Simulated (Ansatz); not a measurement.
input.yaml

```yaml
crystal:
  lattice:
    - [2.7019223757, 0.0, 0.0]
    - [-1.3509611879, 2.3399334164, 0.0]
    - [0.0, 0.0, 8.8135517069]
  atoms:
    - { symbol: Rh, position: [0.0, 0.0, 0.0] }
    - { symbol: Rh, position: [0.3333333333, 0.6666666667, 0.25] }
    - { symbol: Rh, position: [0.0, 0.0, 0.5] }
    - { symbol: Rh, position: [0.6666666667, 0.3333333333, 0.75] }
basis:
  ecutwfc: 420
kpoints:
  mp_grid: { grid: [18, 18, 6] }
hamiltonian:
  xc: pbesol
scf:
  occupations: { method: gaussian, width: 0.1 }
output:
  forces: true
  stress: true
  eigenvalues: true
relax:
  adjacent_minimum: "off"
  f_tol: 0.01
  max_steps: 30
  cell: { stress_tol: 0.1, fix: [volume] }
```

Run as
```bash
ansatz run input.yaml --threads 1 --pin off --max-ram 2560MiB --backend cpu --events-out ev --progress --plain --runs-dir out
```

The calculation used DFT PBEsol, scalar-relativistic, plane waves, PAW (Ansatz).

From the run's log, abridged (iterations and final results):

```
SCF iter   1: F=—  HF=-25354.888347 eV  |F-HF|=—  |Δ(HF+E_count)|=         —  Δρ=1.15e-2  dr2=5.41e-2  ethr=1.77e-3  ⟨swp⟩=5.9  Hψ=20704  notcnv=0  defer=16
SCF iter   2: F=—  HF=-25354.878361 eV  |F-HF|=—  |Δ(HF+E_count)|=   9.99e-3  Δρ=5.35e-3  dr2=1.06e-2  ethr=7.95e-5  ⟨swp⟩=2.0  Hψ=9467  notcnv=0  defer=23
SCF iter   3: F=—  HF=-25354.874566 eV  |F-HF|=—  |Δ(HF+E_count)|=   3.80e-3  Δρ=9.34e-4  dr2=1.53e-4  ethr=1.56e-5  ⟨swp⟩=2.0  Hψ=8504  notcnv=0  defer=23
SCF iter   4: F=—  HF=-25354.874566 eV  |F-HF|=—  |Δ(HF+E_count)|=   2.93e-9  Δρ=1.24e-4  dr2=5.46e-6  ethr=2.25e-7  ⟨swp⟩=2.3  Hψ=9291  notcnv=0  defer=23
SCF iter   5: F=—  HF=-25354.874545 eV  |F-HF|=—  |Δ(HF+E_count)|=   2.02e-5  Δρ=2.68e-5  dr2=1.80e-7  ethr=8.03e-9  ⟨swp⟩=2.4  Hψ=10138  notcnv=0  defer=23
SCF iter   6: F=-25354.874545 eV  HF=-25354.874545 eV  |F-HF|=6.09e-9  |Δ(HF+E_count)|=   6.84e-9  Δρ=5.00e-6  dr2=1.56e-8  ethr=1.47e-10  ⟨swp⟩=6.4  Hψ=19442  notcnv=0
SCF 1 converged in 6 iterations: F = -25354.874545 eV  dr2 = 1.56e-8
relax step   1: F+E_penalty+E_count = -25354.87454543 eV  Δ(F+E_penalty+E_count) = +0.000e0 eV  max|allowed force component| = 1.272e-17 eV/Å  Δτ_max = 0.0000 Å  P = -8.054 GPa  Ω = 55.722 Å³  fix = [volume]  reactions: volume -8.054 GPa (6 SCF iters, dr2 threshold 1.00e-7 eV, accepted)
Initial density: handed on by an earlier stage of this run
Initial wavefunctions: pseudopotential atomic-orbital guess (no wavefunctions were taken with the density)
SCF iter   1: F=—  HF=-25354.874567 eV  |F-HF|=—  |Δ(HF+E_count)|=         —  Δρ=5.21e-6  dr2=1.68e-8  ethr=4.41e-8  ⟨swp⟩=3.0  Hψ=35193  notcnv=0
SCF iter   2: F=—  HF=-25354.874545 eV  |F-HF|=—  |Δ(HF+E_count)|=   2.20e-5  Δρ=3.62e-6  dr2=7.82e-9  ethr=2.47e-11  ⟨swp⟩=2.9  Hψ=11768  notcnv=0
SCF iter   3: F=—  HF=-25354.874545 eV  |F-HF|=—  |Δ(HF+E_count)|=  5.60e-10  Δρ=1.35e-6  dr2=8.49e-10  ethr=1.15e-11  ⟨swp⟩=1.0  Hψ=6090  notcnv=0
SCF iter   4: F=—  HF=-25354.874545 eV  |F-HF|=—  |Δ(HF+E_count)|=  9.82e-11  Δρ=8.37e-7  dr2=1.88e-10  ethr=1.25e-12  ⟨swp⟩=1.0  Hψ=6068  notcnv=0
SCF iter   5: F=-25354.874545 eV  HF=-25354.874545 eV  |F-HF|=0.00e0  |Δ(HF+E_count)|=  3.64e-12  Δρ=1.90e-7  dr2=1.46e-11  ethr=1.00e-12  ⟨swp⟩=1.0  Hψ=6068  notcnv=0
SCF iter   6: F=-25354.874545 eV  HF=-25354.874545 eV  |F-HF|=0.00e0  |Δ(HF+E_count)|=    0.00e0  Δρ=6.67e-8  dr2=1.12e-12  ethr=1.00e-12  ⟨swp⟩=2.0  Hψ=17784  notcnv=0
SCF 2 converged in 6 iterations: F = -25354.874545 eV  dr2 = 1.12e-12
SCF converged after 6 iterations
Free energy (F): -25354.874545 eV
Harris-Foulkes:  -25354.874545 eV  (|F-HF|=0.00e0)
Internal energy: -25354.844899 eV  (E = F + TS)
E sigma→0 (E₀):  -25354.859722 eV
Entropy (-TS):   -0.029646 eV (-7.412 meV/atom)
Fermi energy:    21.897190 eV
--- Per-component energies (eV) ---
  E_band       = -372.071555
  E_kinetic    = 2290.544497
  E_local      = -6318.266114  (includes V_loc(G=0)·N_el)
  E_nonlocal   = 1425.288434
  E_hartree    = 2213.628879
  E_xc         = -881.527788
  E_vxc        = -1110.630908  (∫ρ·V_xc dr)
  E_paw        = -14095.102782  (= ΣΔE_a)
  E_vpaw       = -1086.268582  (= ΣTr[D̂ρ^β])
  E_aug_tail   = 0.003287  (compensation charges beyond the density's cutoff)
  E_ewald      = -9990.518111
  E_core_change = 1.104799  (= ΣΔE_core)
  E_smearing   = -0.029646  (= −TS)
--- Forces (eV/Å), atoms counted from 1 ---
  atom   1  Rh     0.00000000     0.00000000     0.00000000
  atom   2  Rh     0.00000000     0.00000000     0.00000000
  atom   3  Rh     0.00000000     0.00000000     0.00000000
  atom   4  Rh     0.00000000     0.00000000     0.00000000
--- Stress (GPa, compression-positive) ---
       -8.019813       0.000000       0.000000
        0.000000      -8.019813       0.000000
        0.000000       0.000000      -8.122918
  P = ⅓ Tr σ = -8.0542 GPa (-80.542 kbar)
--- Band table (eV; the first three rows and the last of 148) ---
  k-point 0: bands = ["-56.9037", "-56.8585", "-56.8399", "-56.7943", "-25.1152", "-24.7713", "-24.7628", "-24.5067", "-24.5067", "-24.4682", "-24.4682", "-24.4443", "-24.4443", "-24.4073", "-24.4054", "-24.4054", "13.9087", "15.6997", "15.7190", "15.8061", "18.6877", "18.7254", "18.7676", "18.7676", "18.8109", "18.8109", "18.8342", "19.1863", "19.1863", "19.2958", "19.2958", "20.4714", "20.4714", "21.0496", "21.0496", "21.5503", "21.5503", "22.3119", "22.3119", "22.5379", "30.3039"]
  k-point 1: bands = ["-56.9019", "-56.8659", "-56.8324", "-56.7961", "-25.1035", "-24.8583", "-24.6750", "-24.5051", "-24.5051", "-24.4737", "-24.4737", "-24.4388", "-24.4388", "-24.4198", "-24.4070", "-24.4070", "13.9784", "15.3490", "15.8229", "15.9109", "18.5212", "18.7870", "18.7870", "18.8050", "18.8338", "18.8338", "19.1531", "19.1531", "19.1644", "19.2584", "19.2584", "20.5169", "20.5169", "21.0094", "21.0094", "21.6156", "21.6156", "22.2669", "22.2682", "22.2682", "30.6538"]
  k-point 2: bands = ["-56.8966", "-56.8776", "-56.8206", "-56.8014", "-25.0692", "-24.9425", "-24.5887", "-24.5004", "-24.5004", "-24.4835", "-24.4835", "-24.4562", "-24.4288", "-24.4288", "-24.4118", "-24.4118", "14.1830", "14.9158", "15.8684", "15.9597", "18.5259", "18.7248", "18.8412", "18.8412", "18.8916", "18.8916", "19.0803", "19.0803", "19.1656", "19.1656", "19.8725", "20.6318", "20.6318", "20.9087", "20.9087", "21.5846", "21.7750", "21.7750", "22.1454", "22.1454", "31.5715"]
  k-point 147: bands = ["-56.7786", "-56.7786", "-56.7600", "-56.7600", "-24.9475", "-24.9475", "-24.9260", "-24.9260", "-24.8199", "-24.8199", "-24.8106", "-24.8106", "-24.5949", "-24.5949", "-24.5874", "-24.5874", "16.7688", "16.7688", "17.3380", "17.3380", "17.6683", "17.6683", "17.8639", "17.8639", "18.7440", "18.7440", "18.7587", "18.7587", "20.1403", "20.1403", "20.8334", "20.8334", "22.0140", "22.0140", "22.2587", "22.2587", "28.6425", "28.6425", "28.8059", "28.8059", "29.5084"]
--- Relaxed structure (1 steps of the walk, 1 accepted, 1 SCFs on fresh bases) ---
  F+E_penalty+E_count = -25354.87454543 eV   max|allowed force component| = 2.776e-17 eV/Å   (the final SCF, on the basis selected at the relaxed cell)
  cell:  # Å, volume = 55.7221 Å³
    - [2.70192237, 0.0, 0.0]
    - [-1.35096118, 2.33993341, 0.0]
    - [0.0, 0.0, 8.8135517069]
  atoms:
    - { symbol: Rh, position: [0.0, 0.0, 0.0] }
    - { symbol: Rh, position: [0.33333333, 0.66666666, 0.25000000] }
    - { symbol: Rh, position: [0.0, 0.0, 0.50000000] }
    - { symbol: Rh, position: [0.66666666, 0.33333333, 0.75000000] }
```

The relaxation met its thresholds.

Time: 27 s on 1 thread of Intel(R) Xeon(R) Platinum 8259CL CPU @ 2.50GHz (Skylake/Cascade Lake) (shared host), peak memory 0.57 GiB.